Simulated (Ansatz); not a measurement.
Relaxation of a generated cell, YSi2 built in the Al2Cu structure type; 6 atoms in the cell, which starts as I4/mcm (No. 140), tI12; a = b = 8.2663 Å, c = 6.6513 Å, α = β = γ = 90.00°. The numbers are results of r2SCAN (plane waves to 500 eV, PAW, scalar-relativistic; Ansatz, a quantum-chemistry and plane-wave program), not measurements. Γ-centred k-mesh 5×5×5 on the run's cell (coarser than for final values), Fermi–Dirac smearing 0.05 eV. This is the first round of the run. 

The optimiser's lines from the output (shortened; P is positive under compression):

```
relax step   1: F+E_penalty+E_count = -10267.65662636 eV  Δ(F+E_penalty+E_count) = +0.000e0 eV  max|allowed force component| = 4.080e-1 eV/Å  Δτ_max = 0.0000 Å  P = -11.262 GPa  Ω = 227.248 Å³  (8 SCF iters, dr2 threshold 1.00e-7 eV, accepted)
relax step   2: F+E_penalty+E_count = -10269.77463159 eV  Δ(F+E_penalty+E_count) = -2.118e0 eV  max|allowed force component| = 4.534e-1 eV/Å  Δτ_max = 0.0480 Å  P = -11.041 GPa  Ω = 201.609 Å³  (7 SCF iters, dr2 threshold 6.00e-7 eV, accepted)
relax step   3: F+E_penalty+E_count = -10271.67823669 eV  Δ(F+E_penalty+E_count) = -1.904e0 eV  max|allowed force component| = 4.716e-1 eV/Å  Δτ_max = 0.0673 Å  P = -9.355 GPa  Ω = 178.113 Å³  (7 SCF iters, dr2 threshold 6.00e-7 eV, accepted)
relax step   4: F+E_penalty+E_count = -10273.09392690 eV  Δ(F+E_penalty+E_count) = -1.416e0 eV  max|allowed force component| = 4.145e-1 eV/Å  Δτ_max = 0.0894 Å  P = -5.357 GPa  Ω = 157.535 Å³  (7 SCF iters, dr2 threshold 6.00e-7 eV, accepted)
relax step   5: F+E_penalty+E_count = -10274.00249228 eV  Δ(F+E_penalty+E_count) = -9.086e-1 eV  max|allowed force component| = 3.003e-1 eV/Å  Δτ_max = 0.1541 Å  P = +0.135 GPa  Ω = 142.890 Å³  (7 SCF iters, dr2 threshold 6.00e-7 eV, accepted)
relax step   6: F+E_penalty+E_count = -10274.51965558 eV  Δ(F+E_penalty+E_count) = -5.172e-1 eV  max|allowed force component| = 2.547e-1 eV/Å  Δτ_max = 0.1305 Å  P = +0.127 GPa  Ω = 141.829 Å³  (6 SCF iters, dr2 threshold 6.00e-7 eV, accepted)
relax step   7: F+E_penalty+E_count = -10274.96016505 eV  Δ(F+E_penalty+E_count) = -4.405e-1 eV  max|allowed force component| = 1.839e-1 eV/Å  Δτ_max = 0.1241 Å  P = +0.466 GPa  Ω = 139.326 Å³  (6 SCF iters, dr2 threshold 6.00e-7 eV, accepted)
relax step   8: F+E_penalty+E_count = -10275.54501027 eV  Δ(F+E_penalty+E_count) = -5.848e-1 eV  max|allowed force component| = 1.991e-1 eV/Å  Δτ_max = 0.0698 Å  P = +1.270 GPa  Ω = 135.850 Å³  (6 SCF iters, dr2 threshold 6.00e-7 eV, accepted)
relax step   9: F+E_penalty+E_count = -10276.36268145 eV  Δ(F+E_penalty+E_count) = -8.177e-1 eV  max|allowed force component| = 1.943e-1 eV/Å  Δτ_max = 0.0427 Å  P = +2.228 GPa  Ω = 131.916 Å³  (6 SCF iters, dr2 threshold 6.00e-7 eV, accepted)
relax step  10: F+E_penalty+E_count = -10277.08015716 eV  Δ(F+E_penalty+E_count) = -7.175e-1 eV  max|allowed force component| = 1.699e-1 eV/Å  Δτ_max = 0.0357 Å  P = +2.921 GPa  Ω = 128.131 Å³  (6 SCF iters, dr2 threshold 6.00e-7 eV, accepted)
relax step  11: F+E_penalty+E_count = -10277.59000193 eV  Δ(F+E_penalty+E_count) = -5.098e-1 eV  max|allowed force component| = 1.632e-1 eV/Å  Δτ_max = 0.0399 Å  P = +2.453 GPa  Ω = 126.734 Å³  (5 SCF iters, dr2 threshold 6.00e-7 eV, accepted)
relax step  12: F+E_penalty+E_count = -10277.89995971 eV  Δ(F+E_penalty+E_count) = -3.100e-1 eV  max|allowed force component| = 1.331e-1 eV/Å  Δτ_max = 0.0666 Å  P = +1.337 GPa  Ω = 126.399 Å³  (5 SCF iters, dr2 threshold 6.00e-7 eV, accepted)
relax step  13: F+E_penalty+E_count = -10278.02264406 eV  Δ(F+E_penalty+E_count) = -1.227e-1 eV  max|allowed force component| = 1.809e-2 eV/Å  Δτ_max = 0.1821 Å  P = +0.401 GPa  Ω = 126.380 Å³  (6 SCF iters, dr2 threshold 6.00e-7 eV, accepted)
relax step  14: F+E_penalty+E_count = -10278.02457590 eV  Δ(F+E_penalty+E_count) = -1.932e-3 eV  max|allowed force component| = 2.352e-4 eV/Å  Δτ_max = 0.0257 Å  P = -0.567 GPa  Ω = 128.085 Å³  (5 SCF iters, dr2 threshold 6.00e-7 eV, accepted)
relax step  15: F+E_penalty+E_count = -10278.02625056 eV  Δ(F+E_penalty+E_count) = -1.675e-3 eV  max|allowed force component| = 2.926e-4 eV/Å  Δτ_max = 0.0007 Å  P = -0.006 GPa  Ω = 127.198 Å³  (4 SCF iters, dr2 threshold 6.00e-7 eV, accepted)
relax step  16: F+E_penalty+E_count = -10278.04457639 eV  Δ(F+E_penalty+E_count) = -1.833e-2 eV  max|allowed force component| = 2.900e-4 eV/Å  Δτ_max = 0.0000 Å  P = +0.128 GPa  Ω = 127.198 Å³  stress off target by 4.11e-1 GPa  SCF on the basis re-selected at this cell (its energy is not comparable with the rows above)  (7 SCF iters)
relax step  17: F+E_penalty+E_count = -10278.04494852 eV  Δ(F+E_penalty+E_count) = -3.721e-4 eV  max|allowed force component| = 9.203e-5 eV/Å  Δτ_max = 0.0003 Å  P = +0.011 GPa  Ω = 127.297 Å³  (4 SCF iters, dr2 threshold 4.23e-7 eV, accepted)
relax step  18: F+E_penalty+E_count = -10278.04494853 eV  Δ(F+E_penalty+E_count) = -1.028e-8 eV  max|allowed force component| = 4.279e-6 eV/Å  Δτ_max = 0.0001 Å  P = +0.000 GPa  Ω = 127.308 Å³  (4 SCF iters, dr2 threshold 2.11e-9 eV, accepted)
relax step  19: F+E_penalty+E_count = -10278.04496670 eV  Δ(F+E_penalty+E_count) = -1.817e-5 eV  max|allowed force component| = 3.974e-6 eV/Å  Δτ_max = 0.0000 Å  P = +0.000 GPa  Ω = 127.308 Å³  stress off target by 4.24e-4 GPa  SCF on the basis re-selected at this cell (its energy is not comparable with the rows above)  (4 SCF iters)
```

From the first to the last row the energy changes by -1.73 eV/atom and the volume by -44.0 %. The last row is marked as not comparable with the walk above it, whose basis was carried along; it does compare with step 1, since both stand on a basis selected at the nominal cutoff for their own cell.

Later rounds, restarted from the end of this one on a renewed k-mesh, logged 6 more steps. The final structure after all rounds: P4/mmm (No. 123), tP3; a = 3.7479 Å, b = 3.7479 Å, c = 4.5332 Å, α = 90.00°, β = 90.00°, γ = 90.00°. Between re-selections the logged energies stand on a plane-wave basis carried along with the cell. No spin polarisation in the result. The relaxed primitive cell holds an odd number of electrons. A magnetic state may lie lower.

The run could not lower the symmetry of its start; a shaken copy of this end point relaxes with r2SCAN to Cmmm (No. 65), 0.19 eV/atom lower.

The relaxed structure here is a generated cell of YSi2: the first start was made by placing the elements on the sites of a structure type, and the end was not matched to a known phase here, so it may be hypothetical.
